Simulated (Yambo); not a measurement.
Yambo run on LaCN2Cl (space group P2_1/m, No. 11). The wavefunctions are PBEsol (pw.x of Quantum ESPRESSO, ONCV potentials, no spin-orbit coupling) ones on a 2×4×2 mesh (32 occupied bands); a = 5.3636 Å, b = 4.0385 Å, c = 7.6298 Å, α = γ = 90.00°, β = 100.34°.

Yambo input:

```
rim_cut
gw0
dyson
el_el_corr
HF_and_locXC
cohsex
em1s
RandQpts= 1000000
RandGvec= 1 Ry
EXXRLvcs= 110 Ry
VXCRLvcs= 440 Ry
Chimod= "HARTREE"
% BndsRnXs
 1 | 179 |
%
NGsBlkXs= 6 Ry
% LongDrXs
 1.0 | 1.0 | 1.0 |
%
ExtendOut
% QPkrange
 1 | 1 | 33 | 33 |
 7 | 7 | 32 | 33 |
%
```

k points by index: 1 = Γ, 7 = (-0.5, 0, 0).

Table of the .qp output:

```
#    K-point    Band    Eo [eV]    E [eV]    E-Eo [eV]    Vxc [eV]    Vnlxc [eV]    Sc|Eo [eV]    Re(Z)    Im(Z)
#
    1    33    3.214468    4.210746    0.996278    -13.11618    -4.993753    -7.126148    1.000000    0.000000
    7    32    0.000000    -2.097104    -2.097104    -16.18938    -19.27437    0.987889    1.000000    0.000000
    7    33    3.424051    5.360024    1.935973    -14.74845    -4.406803    -8.405675    1.000000    0.000000
```
(The two width columns are left out.) Convergence of these settings isn't established.

Geometry of the Materials Project entry, not relaxed at this level.
